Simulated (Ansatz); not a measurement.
C in its lowest state found on the top face of a (111) slab of TiC (Fm-3m (No. 225)), 8 planes, outer planes Ti (top) and C (bottom); 1 a cell of 8.11 Å², its atoms last:

```
CELL_PARAMETERS angstrom
3.06036 0.00000 0.00000
-1.53018 2.65035 0.00000
0.00000 0.00000 27.74570
ATOMIC_POSITIONS crystal
C 0.33333 0.66667 0.30635
Ti 0.66667 0.33333 0.35138
C 0.00000 0.00000 0.39641
Ti 0.33333 0.66667 0.44144
C 0.66685 0.33315 0.48631
Ti 0.00023 0.99977 0.53135
C 0.33372 0.66628 0.57611
Ti 0.66716 0.33284 0.62168
C 0.00072 0.99928 0.66068
```

Level of theory: DFT r2SCAN, scalar-relativistic, plane waves, PAW in Ansatz. Plane waves to 500 eV, a k mesh through Γ of 12×12×1 on the computed 9-atom cell and Gaussian smearing (0.10 eV); no spin polarisation. A dipole correction removes the field between periodic images along c.

The clean top face has a work function of 4.76 eV. Adsorption changes the slab's dipole along +c by Δp = -0.0901 e·Å a cell (-0.43 D an adsorbate).

(1) What change of work function does the Helmholtz equation give?

(2) How does that compare with the calculation?

(3) What does the sign say about the electrons?

Answers

(1) A sheet of dipoles makes a step in an electron's potential energy of −e·Δp/(ε0·A), and e/ε0 = 180.95 eV·Å for Δp in e·Å: −180.95 × (-0.0901)/8.11 = +2.01 eV. This is the change of φ(top) − φ(bottom). If the bottom face is unmoved, φ(top) becomes 6.77 eV.

(2) φ(top) changes by +2.03 eV and φ(bottom) by +0.02 eV, so their difference changes by +2.01 eV. The bottom face hardly moves.

(3) The change of dipole points into the surface (negative end outward), so the work function rises. Electrons gather on the vacuum side. Δp also holds the adsorbate's own dipole and the moves of the surface atoms, so it isn't a charge transfer alone.